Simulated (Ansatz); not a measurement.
One crystal and one scan (scan of one atom of the cell) at two levels, PBE (plane waves to 420 eV, PAW, scalar-relativistic; Ansatz, a program for electronic structure) and r2SCAN (plane waves to 500 eV, PAW, scalar-relativistic; Ansatz), each from its own relaxed cell and on its own mesh. The cell shown is that of PBE.

Starting cell, C (diamond):

```yaml
crystal:
  lattice:
    - [0.00000, 3.57162, 3.57162]
    - [1.78581, 0.00000, 1.78581]
    - [1.78581, 1.78581, 0.00000]
  atoms:
    - { symbol: C, position: [0.25000, 0.50000, 0.50000] }
    - { symbol: C, position: [0.75000, 0.50000, 0.50000] }
    - { symbol: C, position: [0.37500, 0.75000, 0.75000] }
    - { symbol: C, position: [0.87500, 0.75000, 0.75000] }
```

Scan: atom 3 (C, nearest neighbour C at 1.547 Å; its periodic images, 2.5 Å or more away, move with it) is displaced along Cartesian x, direction (1.000, 0.000, 0.000) in Cartesian axes, by s. The other atoms stay.

The energy includes the smearing's −TS. C was relaxed with its symmetry unable to fall. The PAW data are Ansatz's earlier set. Percentages come from the unrounded values. Both scans cover s from -0.310 to 0.310 Å.

```json
[
 {"quantity": "Lattice constant a (Å)", "PBE": "3.572", "r2SCAN": "3.560", "PBE − r2SCAN": "+0.012 (+0.3 %)"},
 {"quantity": "Band gap of the relaxed cell, no spin-orbit coupling (eV)", "PBE": "4.13", "r2SCAN": "4.36", "PBE − r2SCAN": "-0.23 (-5.3 %)"},
 {"quantity": "Energy at s = 0.310 Å (meV/cell)", "PBE": "1846", "r2SCAN": "1941", "PBE − r2SCAN": "-95 (-4.9 %)"},
 {"quantity": "Force along the line at s = -0.310 Å (eV/Å)", "PBE": "10.74", "r2SCAN": "11.29", "PBE − r2SCAN": "-0.55 (-4.9 %)"},
 {"quantity": "Force constant k = d²E/ds² at s = 0 (finite differences) (eV/Å²)", "PBE": "40.69", "r2SCAN": "42.76", "PBE − r2SCAN": "-2.07 (-4.8 %)"}
]
```

PBE gives the higher value for: lattice constant a. PBE gives the lower value for: band gap of the relaxed cell, no spin-orbit coupling; energy at s = 0.310 Å; force along the line at s = -0.310 Å; force constant k = d²E/ds² at s = 0. Both give the same shape of the curve: a single well with its minimum at or next to zero displacement.

ΔE (meV/cell), each from the undisplaced structure of its own level:

| s (Å) | PBE | r2SCAN |
|---|---|---|
| -0.310 | 1805 | 1898 |
| -0.248 | 1188 | 1248 |
| -0.186 | 682 | 717 |
| -0.124 | 308 | 324 |
| -0.062 | 78 | 82 |
| 0.000 | 0 | 0 |
| 0.062 | 78 | 82 |
| 0.124 | 311 | 327 |
| 0.186 | 693 | 728 |
| 0.248 | 1210 | 1272 |
| 0.310 | 1846 | 1941 |

(A displaced cell: forces are minus the slopes of the energy, force constants its curvatures, and phonons follow from these.)
